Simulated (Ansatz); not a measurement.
Relaxed-ion elastic tensor of BN (wurtzite, P6_3mc) in GPa (Voigt order), the program Ansatz at the LDA level (PAW); density 3.58 g/cm³, 5.75 Å³ per atom.

```
 987   146  63.8   0.0   0.0   0.0
 146   987  63.8   0.0   0.0   0.0
63.8  63.8  1090   0.0   0.0   0.0
 0.0   0.0   0.0   346   0.0   0.0
 0.0   0.0   0.0   0.0   346   0.0
 0.0   0.0   0.0   0.0   0.0   420
```

Task: Is the crystal mechanically stable?

Result: Yes: the smallest eigenvalue of C is 346 GPa.

Task: Work out the Voigt, Reuss and Hill averages.

Result: K_V = 401, K_R = 401, K_H = 401; G_V = 408, G_R = 400, G_H = 404 GPa.

Task: Give Young's modulus, Poisson's ratio, Pugh's ratio and the universal anisotropy index.

Result: E = 9KG/(3K + G) = 908 GPa; ν = 0.12; K/G = 0.99 (brittle by the Pugh limit of 1.75); A_U = 5G_V/G_R + K_V/K_R − 6 = 0.11.

Task: Estimate the sound speeds and the Debye temperature.

Result: v_l = √((K + 4G/3)/ρ) = 16200 m/s, v_t = √(G/ρ) = 10600 m/s, mean 11600 m/s; Θ = (h/k)(3n/4πV)^(1/3) v_m = 1930 K.

Task: How much does each axis shrink under pressure?

Result: Linear compressibilities β_i = Σ_j S_ij (j = 1 to 3): x 0.84, y 0.84, z 0.82 per TPa.

The cell was relaxed with LDA under the symmetry of its start.

Potentials: the earlier of the program's two PAW sets. The files were generated under PBE; for other functionals the program regenerates the frozen cores, and for LDA and PBEsol the local potential too.
